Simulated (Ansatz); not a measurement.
AgCl (rock salt)

```xyz
2
Lattice="0.0000 2.7725 2.7725 2.7725 0.0000 2.7725 2.7725 2.7725 0.0000" Properties=species:S:1:pos:R:3 pbc="T T T"
Cl     0.0000     0.0000     0.0000
Ag     2.7725     2.7725     2.7725
```

The slice is a {100} plane (indices of the conventional cell) through the point (0.500, 0.500, 0.500) (fractional), spanned by u = [100] and v = [0 1 -1] in vectors of this cell: u (3.92 Å) and v (3.92 Å, at 90° to u). It covers one period; positions are fractions (u, v).

Method: r2SCAN (plane waves to 500 eV, PAW, scalar-relativistic; Ansatz, a first-principles code). k mesh 10×10×10. Near the nuclei the fields are pseudised (PAW); where an atom keeps semicore shells as valence, they peak there. AgCl was relaxed with its symmetry unable to fall.

Three fields on this plane, each scaled to ten steps between its own extremes (0 low, 9 high; the total valence density on a logarithmic scale, the potential cut 8 eV below its top; x marks points blanked near nuclei; v = 0 in the bottom row):

Map A
```
|xxxxxx479999974xxxxx|
|xxxxx05799999750xxxx|
|xxxxx36889998863xxxx|
|xxxx1577777777751xxx|
|xx0356654xxx4566530x|
|3456765xxxxxxx567654|
|777875xxxxxxxxx57877|
|899874xxxxxxxxx47899|
|99997xxxxxxxxxxx7999|
|99997xxxxxxxxxxx7999|
|99997xxxxxxxxxxx7999|
|899874xxxxxxxxx47899|
|777875xxxxxxxxx57877|
|3456765xxxxxxx567654|
|xx0356654xxx4566530x|
|xxxx1577777777751xxx|
|xxxxx36889998863xxxx|
|xxxxx05799999750xxxx|
|xxxxxx479999974xxxxx|
|xxxxxx478999874xxxxx|
```

Map B
```
|xxxxxx100000001xxxxx|
|xxxxx21001110012xxxx|
|xxxxx10124542101xxxx|
|xxxx1013688863101xxx|
|xx2101479xxx9741012x|
|1110148xxxxxxx841011|
|000137xxxxxxxxx73100|
|000269xxxxxxxxx96200|
|00148xxxxxxxxxxx8410|
|00158xxxxxxxxxxx8510|
|00148xxxxxxxxxxx8410|
|000269xxxxxxxxx96200|
|000137xxxxxxxxx73100|
|1110148xxxxxxx841011|
|xx2101479xxx9741012x|
|xxxx1013688863101xxx|
|xxxxx10124542101xxxx|
|xxxxx21001110012xxxx|
|xxxxxx100000001xxxxx|
|xxxxxx100000001xxxxx|
```

Map C
```
|xxxxxx731000137xxxxx|
|xxxxx96422222469xxxx|
|xxxxx85444444458xxxx|
|xxxx9766777776679xxx|
|xx9876789xxx9876789x|
|7765679xxxxxxx976567|
|334468xxxxxxxxx86443|
|112479xxxxxxxxx97421|
|00247xxxxxxxxxxx7420|
|00247xxxxxxxxxxx7420|
|00247xxxxxxxxxxx7420|
|112479xxxxxxxxx97421|
|334468xxxxxxxxx86443|
|7765679xxxxxxx976567|
|xx9876789xxx9876789x|
|xxxx9766777776679xxx|
|xxxxx85444444458xxxx|
|xxxxx96422222469xxxx|
|xxxxxx731000137xxxxx|
|xxxxxx731000137xxxxx|
```

Assign the maps to these fields: electron localisation function (ELF); valence electron density; electrostatic potential energy of an electron, from the cell's mean.

A is the electrostatic potential energy of an electron, from the cell's mean; B is the electron localisation function (ELF); C is the valence electron density.
